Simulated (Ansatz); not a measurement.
Polymorphs of ReW, each relaxed with plane-wave PAW r²SCAN (Ansatz code):

A: L1₀ or tetragonal B2 (P4/mmm)
a = b = 2.8187 Å, c = 3.8827 Å, α = β = γ = 90.00°

| atom | site | symmetry | x | y | z |
|---|---|---|---|---|---|
| W | 1d | 4/mmm | 0.5000 | 0.5000 | 0.5000 |
| Re | 1a | 4/mmm | 0.0000 | 0.0000 | 0.0000 |

B: CsCl type (Pm-3m)
a = b = c = 3.131 Å, α = β = γ = 90.00°

| atom | site | symmetry | x | y | z |
|---|---|---|---|---|---|
| W | 1a | m-3m | 0.0000 | 0.0000 | 0.0000 |
| Re | 1b | m-3m | 0.5000 | 0.5000 | 0.5000 |

Put the candidates in order of energy per atom at 0 K, lowest first, for r²SCAN.

B (+0 meV/atom), A (+184 meV/atom)

Constructed cells (a structure type filled with these elements, in neither database checked): A; B. All cells were relaxed under the symmetry of their starts (and spin orders); stability against distortions was not tested throughout. Rows with no word on spin ran without spin polarisation. Scalar-relativistic: spin–orbit coupling is off unless named, which matters more the heavier the elements.

Energies hold the estimated change up to a 700 eV cutoff; steps of a few meV lie near the error of the meshes.

Potentials: the earlier of the program's two PAW sets.
